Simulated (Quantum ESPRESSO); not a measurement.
## W6Al2 (one run as intended and one with a planted mistake)

Computed values, not a measurement. The program is pw.x of Quantum ESPRESSO 7.5 (plane-wave density functional theory). The cell is made up: eight metal atoms on a face-centred cubic lattice, with elements, volume, strain and displacements drawn at random and not relaxed, so it may be unstable or far from any real phase. PseudoDojo standard norm-conserving files set the functional (PBE unless stated); there is no spin polarisation or spin-orbit coupling, the Fermi-Dirac width of 0.25 eV means electrons at about 2900 K, and the masses in the input are unused placeholders. Heavy elements are run without spin-orbit coupling, which real alloys of them have. A spin test at this wide smearing found no moment, but such smearing suppresses magnetism that the real alloy may have.

Intended input:

```
&control calculation='scf', pseudo_dir='./dojo.nc.sr.pbe.v0_5.standard.upf', outdir='./o', disk_io='minimal', tprnfor=.true., tstress=.true. /
&system ibrav=0, nat=8, ntyp=2, nbnd=62, ecutwfc=84.00895049, nosym=.true., tot_charge=0,
 occupations='smearing', smearing='fd', degauss=0.0183746611
/
&electrons conv_thr=1.470e-08, electron_maxstep=70, mixing_beta=0.5 /
ATOMIC_SPECIES
Al 1.0 Al.upf
W 1.0 W.upf
CELL_PARAMETERS angstrom
-0.0058 1.9992 2.047
-4.0578 3.9173 -4.0012
-3.8664 -3.8099 3.9171
ATOMIC_POSITIONS angstrom
W -0.0934 0.0409 -0.0114
W -3.933 -1.8365 1.9599
W -4.0816 -0.0069 -0.0013
W -3.9552 2.0049 -2.1726
Al -2.0485 0.1275 1.9744
Al -2.0694 1.8511 -0.1417
W -6.0013 0.0988 1.8294
W -5.9672 2.0956 -0.1201
K_POINTS automatic
8 4 4 1 1 1
```

The log is shortened where brackets say so; the opening notice, blank lines, dates and the lines on written files are dropped, and the path of the files is cut. It prints rydbergs, bohrs and kilobars, and counts compression as positive stress. Its total energy is the free energy E - TS of the whole cell.

Log of the intended run:

```
     Program PWSCF v.7.5
     Parallel version (MPI & OpenMP), running on       4 processor cores
     Number of MPI processes:                 4
     Threads/MPI process:                     1
     [start-up lines left out]
     bravais-lattice index     =            0
     lattice parameter (alat)  =       5.4071  a.u.
     unit-cell volume          =     845.9321 (a.u.)^3
     number of atoms/cell      =            8
     number of atomic types    =            2
     number of electrons       =        90.00
     number of Kohn-Sham states=           62
     kinetic-energy cutoff     =      84.0090  Ry
     charge density cutoff     =     336.0358  Ry
     scf convergence threshold =      1.5E-08
     mixing beta               =       0.5000
     number of iterations used =            8  plain     mixing
     Exchange-correlation= PBE
                           (   1   4   3   4   0   0   0)
     [axes and pseudopotential details left out]
   Cartesian axes
     site n.     atom                  positions (alat units)
         1        W      tau(   1) = (  -0.0326425   0.0142942  -0.0039842  )
         2        W      tau(   2) = (  -1.3745496  -0.6418409   0.6849681  )
         3        W      tau(   3) = (  -1.4264840  -0.0024115  -0.0004543  )
         4        W      tau(   4) = (  -1.3823083   0.7006952  -0.7593050  )
         5        Al     tau(   5) = (  -0.7159331   0.0445601   0.6900358  )
         6        Al     tau(   6) = (  -0.7232374   0.6469435  -0.0495229  )
         7        W      tau(   7) = (  -2.0974026   0.0345297   0.6393595  )
         8        W      tau(   8) = (  -2.0854849   0.7323941  -0.0419739  )
     number of k points=    64  Fermi-Dirac smearing, width (Ry)=  0.0184
                       cart. coord. in units 2pi/alat
        k(    1) = (  -0.0901551   0.0434967   0.0446262), wk =   0.0312500
        k(    2) = (  -0.1815602  -0.0040351   0.0907891), wk =   0.0312500
     [further k points left out]
     Dense  grid:    87971 G-vectors     FFT dimensions: (  32,  80,  75)
     Estimated max dynamical RAM per process >     317.21 MB
     Estimated total dynamical RAM >       1.18 GB
     Initial potential from superposition of free atoms
     starting charge      89.9920, renormalised to      90.0000
     Starting wfcs are   68 randomized atomic wfcs
     total cpu time spent up to now is        6.2 secs
     per-process dynamical memory:   256.5 Mb
     Self-consistent Calculation
     iteration #  1     ecut=    84.01 Ry     beta= 0.50
     Davidson diagonalization with overlap
     ethr =  1.00E-02,  avg # of iterations =  2.8
     Threshold (ethr) on eigenvalues was too large:
     Diagonalizing with lowered threshold
     Davidson diagonalization with overlap
     ethr =  2.66E-04,  avg # of iterations =  5.8
     total cpu time spent up to now is       39.2 secs
     total energy              =    -919.31336174 Ry
     estimated scf accuracy    <       0.28016104 Ry
     iteration #  2     ecut=    84.01 Ry     beta= 0.50
     Davidson diagonalization with overlap
     ethr =  3.11E-04,  avg # of iterations =  2.2
     total cpu time spent up to now is       54.1 secs
     total energy              =    -919.21861918 Ry
     estimated scf accuracy    <       1.02435539 Ry
     [iterations 3 to 14 left out]
     iteration # 15     ecut=    84.01 Ry     beta= 0.50
     Davidson diagonalization with overlap
     ethr =  4.98E-11,  avg # of iterations =  2.0
     total cpu time spent up to now is      231.8 secs
     total energy              =    -919.37234269 Ry
     estimated scf accuracy    <       0.00000004 Ry
     iteration # 16     ecut=    84.01 Ry     beta= 0.50
     Davidson diagonalization with overlap
     ethr =  4.30E-11,  avg # of iterations =  1.0
     total cpu time spent up to now is      243.9 secs
     End of self-consistent calculation
     [lines on levels left out]
!    total energy              =    -919.37234269 Ry
     estimated scf accuracy    <          4.2E-09 Ry
     smearing contrib. (-TS)   =      -0.09161898 Ry
     internal energy E=F+TS    =    -919.28072371 Ry
     The total energy is F=E-TS. E is the sum of the following terms:
     one-electron contribution =    -227.21075328 Ry
     hartree contribution      =     159.30092745 Ry
     xc contribution           =    -203.48032514 Ry
     ewald contribution        =    -647.89057274 Ry
     convergence has been achieved in  16 iterations
     Forces acting on atoms (cartesian axes, Ry/au):
     atom    1 type  2   force =    -0.00869650    0.00435292   -0.02151910
     atom    2 type  2   force =    -0.01965766   -0.02329624   -0.00310993
     atom    3 type  2   force =     0.04582084    0.01889079   -0.03977617
     atom    4 type  2   force =    -0.04311259   -0.02053815    0.01587451
     atom    5 type  1   force =     0.01549571   -0.00742469   -0.00340918
     atom    6 type  1   force =    -0.01418605    0.02969485    0.02055511
     atom    7 type  2   force =     0.02048015   -0.01122148    0.04026779
     atom    8 type  2   force =     0.00385611    0.00954198   -0.00888303
     Total force =     0.110597     Total SCF correction =     0.000316
     Computing stress (Cartesian axis) and pressure
          total   stress  (Ry/bohr**3)                   (kbar)     P=       79.36
   0.00054734   0.00011467  -0.00013879           80.52       16.87      -20.42
   0.00011467   0.00055103  -0.00003428           16.87       81.06       -5.04
  -0.00013879  -0.00003428   0.00052007          -20.42       -5.04       76.51
     init_run     :      5.82s CPU      6.10s WALL (       1 calls)
     electrons    :    236.65s CPU    237.77s WALL (       1 calls)
     forces       :      2.49s CPU      2.51s WALL (       1 calls)
     stress       :      8.32s CPU      8.58s WALL (       1 calls)
     [timing details left out]
     PWSCF        :   4m13.36s CPU   4m15.07s WALL
     JOB DONE.
```

A second run has one planted mistake: one atom is of a wrong element. The input lines that differ:

```
- &system ibrav=0, nat=8, ntyp=2, nbnd=62, ecutwfc=84.00895049, nosym=.true., tot_charge=0,
+ &system ibrav=0, nat=8, ntyp=3, nbnd=70, ecutwfc=84.00895049, nosym=.true., tot_charge=0,
+ Pt 1.0 Pt.upf
- Al -2.0485 0.1275 1.9744
+ Pt -2.0485 0.1275 1.9744
```

Its log:

```
     Program PWSCF v.7.5
     Parallel version (MPI & OpenMP), running on       4 processor cores
     Number of MPI processes:                 4
     Threads/MPI process:                     1
     [start-up lines left out]
     bravais-lattice index     =            0
     lattice parameter (alat)  =       5.4071  a.u.
     unit-cell volume          =     845.9321 (a.u.)^3
     number of atoms/cell      =            8
     number of atomic types    =            3
     number of electrons       =       105.00
     number of Kohn-Sham states=           70
     kinetic-energy cutoff     =      84.0090  Ry
     charge density cutoff     =     336.0358  Ry
     scf convergence threshold =      1.5E-08
     mixing beta               =       0.5000
     number of iterations used =            8  plain     mixing
     Exchange-correlation= PBE
                           (   1   4   3   4   0   0   0)
     [axes and pseudopotential details left out]
   Cartesian axes
     site n.     atom                  positions (alat units)
         1        W      tau(   1) = (  -0.0326425   0.0142942  -0.0039842  )
         2        W      tau(   2) = (  -1.3745496  -0.6418409   0.6849681  )
         3        W      tau(   3) = (  -1.4264840  -0.0024115  -0.0004543  )
         4        W      tau(   4) = (  -1.3823083   0.7006952  -0.7593050  )
         5        Pt     tau(   5) = (  -0.7159331   0.0445601   0.6900358  )
         6        Al     tau(   6) = (  -0.7232374   0.6469435  -0.0495229  )
         7        W      tau(   7) = (  -2.0974026   0.0345297   0.6393595  )
         8        W      tau(   8) = (  -2.0854849   0.7323941  -0.0419739  )
     number of k points=    64  Fermi-Dirac smearing, width (Ry)=  0.0184
                       cart. coord. in units 2pi/alat
        k(    1) = (  -0.0901551   0.0434967   0.0446262), wk =   0.0312500
        k(    2) = (  -0.1815602  -0.0040351   0.0907891), wk =   0.0312500
     [further k points left out]
     Dense  grid:    87971 G-vectors     FFT dimensions: (  32,  80,  75)
     Estimated max dynamical RAM per process >     354.21 MB
     Estimated total dynamical RAM >       1.32 GB
     Initial potential from superposition of free atoms
     starting charge     104.9943, renormalised to     105.0000
     Starting wfcs are   74 randomized atomic wfcs
     total cpu time spent up to now is        6.8 secs
     per-process dynamical memory:   284.5 Mb
     Self-consistent Calculation
     iteration #  1     ecut=    84.01 Ry     beta= 0.50
     Davidson diagonalization with overlap
     ethr =  1.00E-02,  avg # of iterations =  3.0
     total cpu time spent up to now is       24.2 secs
     total energy              =   -1174.24149134 Ry
     estimated scf accuracy    <       2.84316594 Ry
     iteration #  2     ecut=    84.01 Ry     beta= 0.50
     Davidson diagonalization with overlap
     ethr =  2.71E-03,  avg # of iterations =  3.0
     total cpu time spent up to now is       43.0 secs
     total energy              =   -1174.20495263 Ry
     estimated scf accuracy    <      20.14941516 Ry
     [iterations 3 to 17 left out]
     iteration # 18     ecut=    84.01 Ry     beta= 0.50
     Davidson diagonalization with overlap
     ethr =  6.38E-10,  avg # of iterations =  1.4
     total cpu time spent up to now is      289.9 secs
     total energy              =   -1175.95951294 Ry
     estimated scf accuracy    <       0.00000001 Ry
     iteration # 19     ecut=    84.01 Ry     beta= 0.50
     Davidson diagonalization with overlap
     ethr =  1.43E-11,  avg # of iterations =  4.1
     total cpu time spent up to now is      307.9 secs
     End of self-consistent calculation
     [lines on levels left out]
!    total energy              =   -1175.95951294 Ry
     estimated scf accuracy    <          9.1E-09 Ry
     smearing contrib. (-TS)   =      -0.10306280 Ry
     internal energy E=F+TS    =   -1175.85645013 Ry
     The total energy is F=E-TS. E is the sum of the following terms:
     one-electron contribution =    -253.36124683 Ry
     hartree contribution      =     185.78764294 Ry
     xc contribution           =    -248.83140375 Ry
     ewald contribution        =    -859.45144249 Ry
     convergence has been achieved in  19 iterations
     Forces acting on atoms (cartesian axes, Ry/au):
     atom    1 type  3   force =     0.02185326    0.01517428   -0.02548982
     atom    2 type  3   force =    -0.03079868   -0.03407230    0.00073695
     atom    3 type  3   force =     0.01545302    0.02353869   -0.04475148
     atom    4 type  3   force =    -0.03839843   -0.02302607    0.02380377
     atom    5 type  2   force =     0.01626452   -0.00394313   -0.01673451
     atom    6 type  1   force =    -0.01450379    0.02828203    0.02434032
     atom    7 type  3   force =     0.02422336   -0.01113571    0.04124105
     atom    8 type  3   force =     0.00590675    0.00518221   -0.00314629
     Total force =     0.116105     Total SCF correction =     0.000424
     Computing stress (Cartesian axis) and pressure
          total   stress  (Ry/bohr**3)                   (kbar)     P=       92.93
   0.00081559   0.00015777  -0.00012864          119.98       23.21      -18.92
   0.00015777   0.00058090  -0.00014723           23.21       85.45      -21.66
  -0.00012864  -0.00014723   0.00049866          -18.92      -21.66       73.36
     init_run     :      6.43s CPU      6.68s WALL (       1 calls)
     electrons    :    299.48s CPU    301.15s WALL (       1 calls)
     forces       :      2.83s CPU      2.84s WALL (       1 calls)
     stress       :      9.48s CPU      9.75s WALL (       1 calls)
     [timing details left out]
     PWSCF        :   5m18.34s CPU   5m20.56s WALL
     JOB DONE.
```

|  | intended run | run with the mistake |
| --- | --- | --- |
| free energy (eV) | -12508.698 | -15999.744 |
| entropy term -TS, part of it (eV) | -1.247 | -1.402 |
| pressure (GPa) | 7.94 | 9.29 |
| size of the largest force component (eV/Å) | 1.178 | 1.151 |
| largest change of a force component (eV/Å) |  | 0.785 |
| iterations | 16 | 19 |

For scale, a rerun of the intended cell at a higher cutoff and on a denser mesh moved values by no more than 0.006 eV in energy, 0.03 GPa in stress and 0.009 eV/Å in force, and a second program with other atomic files agreed on that cell to 2 % rms in force and 0.5 GPa in pressure. Files of another functional or element have another zero of energy, so the energy change says nothing on stability. The number of bands, nbnd, was set by rule from the electron count, so it follows the mistake.